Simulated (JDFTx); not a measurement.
Part of a log of JDFTx (a modified build) for 1-butanol, C4H10O (SMILES CCCCO), charge 0, multiplicity 1 (PBE, GBRV ultrasoft potentials, plane waves to 20/100 Ha):

```
unit cell volume = 9135.56
Chosen fftbox size, S = [  126  90  84  ]
unit cell volume = 9135.56
Chosen fftbox size, S = [  112  80  80  ]
  'C' pseudopotential, 'SLA  PW   PBE  PBE' functional
  4 valence electrons, 2 orbitals, 4 projectors, 721 radial grid points, with lMax = 1
  'O' pseudopotential, 'SLA  PW   PBE  PBE' functional
  6 valence electrons, 2 orbitals, 5 projectors, 737 radial grid points, with lMax = 2
  'H' pseudopotential, 'SLA  PW   PBX  PBC' functional
  1 valence electrons, 1 orbitals, 2 projectors, 615 radial grid points, with lMax = 0
Initialized 3 species with 15 total atoms.
Folded 1 k-points by 1x1x1 to 1 k-points.
nElectrons:  32.000000   nBands: 16   nStates: 1
average nbasis = 38977.000 , ideal nbasis = 39027.799
Correction to mu due to finite nuclear width = -0.00347548
   Cavity determined by rhoMin: 0.0001  rhoMax: 0.005
   Effective cavity tension: 7.38651e-06 Eh/bohr^2 and pressure: 0 Eh/bohr^3 to account for cavitation and dispersion.
[...]
	Linear fluid (dielectric constant: 78.4) occupying 0.877364 of unit cell:	Completed after 27 iterations
[... later lines of the fluid solver are left out ...]
ElecMinimize: Iter:   0  Etot: -44.842425611642064  |grad|_K:  4.260e-05  alpha:  1.000e+00
ElecMinimize: Iter:   1  Etot: -44.843654515606104  |grad|_K:  2.257e-05  alpha:  1.085e+00  linmin: -8.014e-03
[... lines cut ...]
ElecMinimize: Iter:   7  Etot: -44.844094099677079  |grad|_K:  5.200e-07  alpha:  1.012e+00  linmin: -9.100e-03
ElecMinimize: Iter:   8  Etot: -44.844094289270842  |grad|_K:  2.673e-07  alpha:  1.115e+00  linmin: -1.831e-06
ElecMinimize: Iter:   9  Etot: -44.844094299641213  |grad|_K:  2.648e-07  alpha:  6.095e-01  linmin: -8.428e-02
ElecMinimize: Iter:  10  Etot: -44.844094328356327  |grad|_K:  2.266e-07  alpha:  5.689e-01  linmin: -2.617e-05
ElecMinimize: Converged (|Delta Etot|<1.000000e-07 for 2 iters).

# Energy components:
   A_diel =       -0.0074609364719994
   Eewald =       43.3840015636833627
       EH =       78.6723076774140537
     Eloc =     -183.2617351782690207
      Enl =        5.1439502379338977
      Exc =      -14.5517001850051368
 Exc_core =        0.1997501745972107
       KE =       25.5767923177613099
-------------------------------------
     Etot =      -44.8440943283563271
```

Task: Which solvation model was used?
A. soft-sphere model
B. SCCS (g03 parameters)
C. linear PCM without cavity terms (LA12)
D. linear PCM (GLSSA13)

Result: B, SCCS (g03 parameters). The liquid was water (dielectric constant 78.4), no salt.
